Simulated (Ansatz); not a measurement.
A scan (energy over volume and axial ratio; atoms clamped) gave these values. Method: PBEsol (plane waves to 420 eV, PAW, scalar-relativistic; Ansatz, an electronic-structure program).

- Shear modulus C′ = (C11 − C12)/2 (fit, atoms clamped): 120 GPa

Question: Of these crystals, all scanned alike, which one is it?
(A) HgSe (zinc blende)
(B) GaP (zinc blende)
(C) BaZrO₃ (cubic perovskite)

Answer: C, BaZrO₃ (cubic perovskite). The others have, for the shear modulus C′ = (C11 − C12)/2: HgSe 7 GPa, GaP 37 GPa

All were relaxed with their symmetry unable to fall. At this level the bands of HgSe touch or barely overlap. BaZrO3 is run without spin polarisation. Spin-orbit coupling is left out.

(Under strain, the slope of the energy per volume gives the stress and its curvature an elastic modulus.)
